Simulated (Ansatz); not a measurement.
## Computed properties of TaW

TaW:
```
CELL_PARAMETERS angstrom
      1.52594    -5.10765     0.00000
      1.52594     5.10765     0.00000
      0.00000     0.00000     4.50913
ATOMIC_POSITIONS crystal
  Ta 0.64883 0.35117 0.25000
  W  0.91413 0.08587 0.25000
  Ta 0.35117 0.64883 0.75000
  W  0.08587 0.91413 0.75000
```

Space group Cmcm (No. 63); conventional cell a = 3.052 Å, b = 10.215 Å, c = 4.509 Å, α = β = γ = 90.00°.

Method: r²SCAN (plane waves, PAW; program Ansatz). Geometry: relaxed at this level of theory. Other levels are named where they apply.

Cell and energy:

* **Volume per atom**: 17.57 Å³
* **Density**: 17.24 g/cm³
* **Formation energy from the elements (no fitted shifts)**: 54 kJ/mol of atoms

Electronic structure:

- Electronic character: metallic (no gap)
- Density of states at the Fermi level: 0.86 states/eV per atom (mean over ±0.08 eV)

Charges:

- Bader charges: Ta +0.66, W -0.66 e

The start of the workflow was typed in or built on a structure type; neither database checked (COD, Materials Project) lists it. Whether it is the stable phase at ambient conditions was not checked. The r²SCAN relaxation kept the symmetry of its start; whether a distortion lowers the energy is not shown. The run is not spin-polarised. Its formation energy is positive at this level, so the cell may be metastable or incomplete. Axis ratios of metals converge slowly with the k-mesh, so a and c are less sure than the volume. The references are the lowest solids computed at this level, not always the standard phases. Spin–orbit coupling is left out wherever it is not named.

Potentials: the later of the program's two PAW sets.
